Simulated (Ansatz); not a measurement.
Input:

ScPd₃N:
```
CELL_PARAMETERS angstrom
      4.14391     0.00000     0.00000
      0.00000     4.14391     0.00000
      0.00000     0.00000     4.14391
ATOMIC_POSITIONS crystal
  Sc 0.00000 0.00000 0.00000
  Pd 0.00000 0.50000 0.50000
  Pd 0.50000 0.00000 0.50000
  Pd 0.50000 0.50000 0.00000
  N  0.50000 0.50000 0.50000
```

This is the PBEsol-relaxed structure.

Q: All from PBEsol (plane waves, PAW; program Ansatz), unless another level is named. Give the electronic character.

A: metallic (no gap).

Q: Give the density of states at the Fermi level.

A: 0.33 states/eV per atom (mean over ±0.08 eV).

Q: Next, the formation energy from the elements (no fitted shifts)?

A: -0.27 eV/atom.

Q: And the gap with spin–orbit coupling?

A: none (metallic).

Space group Pm-3m (anti-perovskite). The start of the workflow was typed in or built on a structure type; neither database checked (COD, Materials Project) lists it. Whether it is the stable phase at ambient conditions was not checked. The PBEsol relaxation kept the symmetry of its start; phonons show weakly imaginary modes. No spin polarisation was allowed. The references are the lowest solids computed at this level, not always the standard phases (solids in place of the gases). Scalar-relativistic: spin–orbit coupling is off unless named, which matters more the heavier the elements.

Potentials: the earlier of the program's two PAW sets. The files were generated under PBE; for other functionals the program regenerates the frozen cores, and for LDA and PBEsol the local potential too.
